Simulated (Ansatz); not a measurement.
Cs2P2Pd:
```
Cs2P2Pd
1.0
    3.45427    -7.49904     0.00000
    3.45427     7.49904     0.00000
    0.00000     0.00000     6.21955
Cs P Pd
4 4 2
Direct
  0.78749   0.21251   0.25000
  0.21251   0.78749   0.75000
  0.41721   0.58279   0.25000
  0.58279   0.41721   0.75000
  0.94281   0.74392   0.25000
  0.05719   0.25608   0.75000
  0.74392   0.94281   0.75000
  0.25608   0.05719   0.25000
  0.00000   0.00000   0.00000
  0.00000   0.00000   0.50000
```

This is the r²SCAN-relaxed structure. Cartesian axes are those of the cell as given.

Q: All from r²SCAN (plane waves, PAW; program Ansatz), unless another level is named. Estimate the electron effective mass.

A: 0.57, 0.81, 0.81 mₑ (principal values).

Q: Next, the smallest direct gap on the standard path?

A: 1.27 eV.

Q: Predict the band gap.

A: 1.16 eV (indirect).

Q: Predict the formation energy from the elements (no fitted shifts).

A: -0.66 eV/atom.

Q: Next, the valence-band maximum?

A: on the Γ–Z line, 98 % of the way from Γ (k = 0.000, 0.000, 0.490).

Q: Next, the weight of the conduction-edge state by species (Voronoi cells)?

A: P 54 %, Cs 35 %, Pd 11 %.

Space group Cmcm. The first step of the workflow began from a Materials Project structure, measured or hypothetical; the Crystallography Open Database copy checked does not list it. Whether it is the stable phase at ambient conditions was not checked. The cell was relaxed with r²SCAN under the symmetry of its start; whether a distortion lowers the energy is not shown. No spin polarisation was allowed. The references are the lowest solids computed at this level, not always the standard phases. Spin–orbit coupling is left out wherever it is not named.

Potentials: the later of the program's two PAW sets.
